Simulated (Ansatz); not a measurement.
Level of theory: DFT PBE, scalar-relativistic, plane waves, PAW in Ansatz 0.2.0. Settings: cutoff 420 eV, Γ-centred meshes spaced at most about 0.3 Å⁻¹, and about 0.25 Å⁻¹ or finer for metals (2π included), Gaussian smearing. No spin polarisation in the final relaxations.

All energies are static (0 K, no zero-point motion).

Two relaxed structures of ReB₃:

1.

Space group P4/mmm (No. 123). a = 2.805 Å, b = 2.805 Å, c = 4.286 Å, α = 90.00°, β = 90.00°, γ = 90.00°
```tsv
atom	site	symmetry	x	y	z
Re	1d	4/mmm	0.5000	0.5000	0.5000
B	2g	4mm	0.0000	0.0000	0.7961
B	1c	4/mmm	0.5000	0.5000	0.0000
```

2.

Space group Pmm2 (No. 25). a = 2.925 Å, b = 3.963 Å, c = 2.916 Å, α = 90.00°, β = 90.00°, γ = 90.00°
| atom | site | symmetry | x | y | z |
| --- | --- | --- | --- | --- | --- |
| Re | 1b | mm2 | 0.0000 | 0.5000 | 0.6030 |
| B | 2h | m.. | 0.5000 | 0.7721 | 0.1085 |
| B | 1a | mm2 | 0.0000 | 0.0000 | 0.1793 |

**Question.** Which is lower in energy, and by how much?

**Answer.** Cell 2 is lower, by 220 meV/atom. Cell 1 has space group P4/mmm (No. 123), 8.4 Å³/atom and no gap on its mesh; cell 2 has space group Pmm2 (No. 25), 8.5 Å³/atom and no gap. Counting B atoms around Re (those within 1.25 times the shortest such distance or 1.15 times the sum of covalent radii, 1.27 where that leaves under three; a plus sign parts nearer from farther groups), cell 1 has Re 2+8 and cell 2 has Re 10+2. Cell 1 holds B–B pairs (shortest 1.75 Å); cell 2 holds B–B chains (shortest 1.73 Å). Even the lower one lies +0.09 eV/atom against the reference forms of the elements (uncorrected), so neither is stable at this level. In cell 1, Re has 2 B at 2.14 Å, 8 B at 2.35 Å and 4 Re at 2.80 Å; B on a site of symmetry 4mm is surrounded by 1 B at 1.75 Å, 4 B at 2.17 Å and 4 Re at 2.35 Å; B on a site of symmetry 4/mmm is surrounded by 2 Re at 2.14 Å and 8 B at 2.17 Å. In cell 2, Re is surrounded by 10 B at 2.32–2.34 Å, 2 B at 2.60 Å and 4 Re at 2.92 Å; around B on a site of symmetry m lie 3 B at 1.73–1.81 Å, 1 B at 2.16 Å and 4 Re at 2.32–2.34 Å; around B on a site of symmetry mm2 lie 4 B at 1.73 Å, 2 Re at 2.34 Å and 2 Re at 2.60 Å. Both come from invented guesses.

Spin–orbit coupling, which can matter for Re, is left out. Cells relaxed within their symmetry can be saddle points. The Pmm2 cell of ReB3 came from shaking the P4/mmm one.
